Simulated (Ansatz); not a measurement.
TlSe (space group I4/mcm)

```xyz
8
Lattice="-3.9019 3.9019 3.4404 3.9019 -3.9019 3.4404 3.9019 3.9019 -3.4404" Properties=species:S:1:pos:R:3 pbc="T T T"
Tl     0.0000     0.0000     5.1607
Tl     0.0000     0.0000     1.7202
Tl     0.0000     3.9019     1.7202
Tl     3.9019     0.0000     1.7202
Se     5.3542     1.4523     0.0000
Se    -1.4523     2.4497     3.4404
Se     2.4497     1.4523     3.4404
Se     1.4523     2.4497     0.0000
```

The slice is a (-1 -1 2) plane (indices of the conventional cell) through the point (0.250, 0.250, 0.000) (fractional), spanned by u = [111] and v = [1 -1 0] in vectors of this cell: u (6.50 Å) and v (11.04 Å, at 90° to u). It covers one period; positions are fractions (u, v).

Computed with LDA (plane waves to 420 eV, PAW, scalar-relativistic; Ansatz, a first-principles code). k mesh 9×9×9. These are valence fields of a PAW run, semicore shells included where kept as valence: close to a nucleus they are smooth pseudo fields. Spin-orbit coupling is left out, though Tl is heavy. TlSe was relaxed with its symmetry unable to fall.

Three fields on this plane, each scaled to ten steps between its own extremes (0 low, 9 high; the total valence density on a logarithmic scale, the potential cut 8 eV below its top; x marks points blanked near nuclei; v = 0 in the bottom row):

Map A
```
|xxx4228xxxxxx8224xx|
|xxx3139xxxxxx9313xx|
|4432038xxxxxx830234|
|22100278xxxx8720012|
|0000013678876310000|
|0000001244442100000|
|0000011111111110000|
|0000012110011210000|
|0000011111111110000|
|0000001244442100000|
|0000013678876310000|
|22100278xxxx8720012|
|4432038xxxxxx830234|
|xxx3139xxxxxx9313xx|
|xxx4228xxxxxx8224xx|
|xxx42169xxxx96124xx|
|xxx42027999972024xx|
|xxx31002577520013xx|
|4432000000000000234|
|2211111000000111112|
|0013443200002344310|
|0036775310013577630|
|0157886421124688751|
|0158886421124688851|
|0157886421124688751|
|0036775310013577630|
|0013443200002344310|
|2211111000000111112|
|4432000000000000234|
|xxx31002577520013xx|
|xxx42027999972024xx|
|xxx42169xxxx96124xx|
```

Map B
```
|xxx0585xxxxxx5850xx|
|xxx1784xxxxxx4871xx|
|0016885xxxxxx588610|
|55789970xxxx0799875|
|8899998510015899998|
|9999987665566789999|
|9999876666666678999|
|9999876556655678999|
|9999876666666678999|
|9999987665566789999|
|8899998510015899998|
|55789970xxxx0799875|
|0016885xxxxxx588610|
|xxx1784xxxxxx4871xx|
|xxx0585xxxxxx5850xx|
|xxx04871xxxx17840xx|
|xxx05897300379850xx|
|xxx17999877899971xx|
|0016899999999998610|
|5578999999999999875|
|8888888888888888888|
|9986555677776555689|
|9974112466664211479|
|9863001356653100368|
|9974112466664211479|
|9986555677776555689|
|8888888888888888888|
|5578999999999999875|
|0016899999999998610|
|xxx17999877899971xx|
|xxx05897300379850xx|
|xxx04871xxxx17840xx|
```

Map C
```
|xxx9546xxxxxx6459xx|
|xxx7447xxxxxx7447xx|
|9964236xxxxxx632469|
|54311258xxxx8521134|
|2100024689986420001|
|1100013556655310001|
|1100123444444321001|
|1110123444444321011|
|1100123444444321001|
|1100013556655310001|
|2100024689986420001|
|54311258xxxx8521134|
|9964236xxxxxx632469|
|xxx7447xxxxxx7447xx|
|xxx9546xxxxxx6459xx|
|xxx95358xxxx85359xx|
|xxx94235788753249xx|
|xxx63112344321136xx|
|9964200001100002469|
|5433221100001122334|
|2233444311113444322|
|1235676532235676532|
|1246888653356888642|
|1257898754457898752|
|1246888653356888642|
|1235676532235676532|
|2223444311113444332|
|5433221100001122334|
|9964200001100002469|
|xxx63112344321136xx|
|xxx94235788753249xx|
|xxx95358xxxx85359xx|
```

Task: Assign the maps to these fields: electron localisation function (ELF); valence electron density; electrostatic potential energy of an electron, from the cell's mean.

Result: A is the electron localisation function (ELF); B is the electrostatic potential energy of an electron, from the cell's mean; C is the valence electron density.
